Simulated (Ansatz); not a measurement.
Input:

Sn (body-centred tetragonal, space group No. 139), a = b = 4.0502 Å, c = 3.3124 Å, α = β = γ = 90.00°; the cell used has 1 atom.

This is the r²SCAN-relaxed structure.

All from the program Ansatz at the r²SCAN level (PAW), unless another level is named. Estimate the density of states at the Fermi level.

0.52 states/eV per atom (mean over ±0.08 eV).

What about the gap with spin–orbit coupling?

none (metallic).

Space group I4/mmm (body-centred tetragonal). This is a known high-pressure phase of the composition, computed here at zero pressure and temperature. Symmetry was held in the r²SCAN relaxation; its stability against distortions is not shown here. Axis ratios of metals converge slowly with the k-mesh, so a and c are less sure than the volume. Spin–orbit coupling is left out wherever it is not named.

Potentials: the later of the program's two PAW sets.
